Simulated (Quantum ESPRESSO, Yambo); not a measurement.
# G0W0 results for NaAlS$_{2}$O$_{8}$

```xyz
12
Lattice="3.9718 -2.5331 0.0000 3.9718 2.5331 0.0000 -0.3841 0.0000 7.2987" Properties=species:S:1:pos:R:3 pbc="T T T"
O      2.2229     0.0000     2.8697
O      5.3367     0.0000     4.4290
O      3.6694     1.2170     1.3716
O      3.8902    -1.2170     5.9271
O      3.8902     1.2170     5.9271
O      3.6694    -1.2170     1.3716
O      1.8057     0.0000     0.4404
O      5.7539     0.0000     6.8583
Na    -0.1920     0.0000     3.6493
Al     0.0000     0.0000     0.0000
S      2.7998     0.0000     1.5422
S      4.7597     0.0000     5.7565
```

The geometry is that of Materials Project entry mp-1210191, symmetrised and not relaxed again.

Starting point: PBEsol (pw.x of Quantum ESPRESSO, ONCV potentials, scalar-relativistic). G0W0 in Yambo: 2×2×2 Γ-centred k mesh, bands 2 to 222 and a 7 Ry block in the screening, 222 bands in G with the Bruneval-Gonze terminator, plasmon pole fitted at 27.2 eV.

```
Quantity                                                          Result
---------------------------------------------------------------  -------
PBEsol gap along the band path                                   5.53 eV
PBEsol gap between the mesh's edge points ((-0.5, -0.5, 0) → Γ)  5.53 eV
G0W0 gap between the same points                                 8.51 eV
PBEsol smallest direct gap on the mesh (at Γ)                    5.68 eV
G0W0 direct gap at that point                                    8.67 eV
```

```
k point             band  E PBEsol (eV)  E QP (eV)  shift (eV)     Z
------------------  ----  -------------  ---------  ----------  ----
Γ                     VB          -0.15      -1.76       -1.61  0.82
Γ                     CB           5.53       6.91        1.37  0.87
(0, 0, -0.5)          VB          -0.03      -1.63       -1.60  0.82
(0, 0, -0.5)          CB           6.26       8.07        1.81  0.85
(0, -0.5, 0)          VB          -0.46      -2.15       -1.69  0.82
(0, -0.5, 0)          CB           7.60       9.23        1.63  0.86
(0, -0.5, -0.5)       VB          -0.45      -2.14       -1.69  0.82
(0, -0.5, -0.5)       CB           7.86       9.83        1.97  0.85
(-0.5, -0.5, 0)       VB           0.00      -1.60       -1.60  0.82
(-0.5, -0.5, 0)       CB           6.73       8.47        1.74  0.86
(-0.5, -0.5, -0.5)    VB          -0.20      -1.83       -1.63  0.82
(-0.5, -0.5, -0.5)    CB           6.83       8.61        1.78  0.86
```

Energies count from the PBEsol valence-band maximum.

Nearest settings tried, and what they do to the gap: 147 bands in G: -7 meV; 147 bands in W, 147 bands in G: +52 meV; 6 Ry block (263 vectors against 311): -24 meV; 2×2×1 mesh: -27 meV. So the settings aren't converged at that level. The k mesh is coarse.

The structure is a Materials Project entry; no match was found in the copy of COD used, and its stability was not checked.
